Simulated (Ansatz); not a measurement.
**How far is PAW off for TiPt$_{3}$?**

```
CELL_PARAMETERS angstrom
3.89700 -0.01948 -0.01948
-0.01948 3.89700 -0.01948
-0.01948 -0.01948 3.89700
ATOMIC_POSITIONS crystal
Ti 0.00000 0.00000 0.00000
Pt 0.00000 0.50000 0.50000
Pt 0.50000 0.00000 0.50000
Pt 0.50000 0.50000 0.00000
```

Atoms are numbered in the order listed.

The geometry is COD entry 1539263, unchecked; take it as a test cell. It is an old determination, and later ones may differ. The listed cell was then made from it by scaling, straining or moving an atom.

Spin–orbit coupling is left out, though it moves levels of the heavy atoms by tenths of an eV or more.

Methods: DFT, PBEsol, PAW with Ansatz's default frozen-core files, scalar-relativistic (Ansatz 0.2.0); DFT, PBEsol, all-electron PAW with datasets made for the crystal, scalar-relativistic (Ansatz 0.2.0); DFT, PBEsol, all-electron LAPW, scalar-relativistic (Ansatz 0.2.0).

For PAW: a Γ-centred 9×9×9 k mesh, Fermi–Dirac smearing of 0.05 eV, cutoff 420 eV, no spin polarisation; the PAW files were made with PBE, and the program remakes their frozen cores for this functional. The crystal-made all-electron datasets (AE datasets) take a cutoff of 280 eV at this cell. LAPW targets a basis error of 0.5 meV/atom. The Ansatz runs share mesh, smearing and spin set-up. Plane-wave (PAW) pressures include the program's estimate of the Pulay term.

Stress and pressure are positive in compression.

The change that made this cell: equal xy, yz and zx engineering shear strains of -1 %.

Spin–orbit coupling is left out, which moves gradients at and beside heavy atoms by some per cent and at worst by a factor of two.

In a metal, gradients converge slowly with the k mesh: the values move by tens of per cent from one mesh to another, at times in sign, so only the comparison on one mesh counts.

```tsv
quantity	PAW	AE datasets	LAPW
pressure (GPa)	0.61	0.60	0.60
stress yz (GPa)	1.54	1.54	1.54
stress xz (GPa)	1.54	1.54	1.54
stress xy (GPa)	1.54	1.54	1.54
field gradient Vzz at Pt2 (10²¹ V/m²)	-7.86	-7.84	–
```
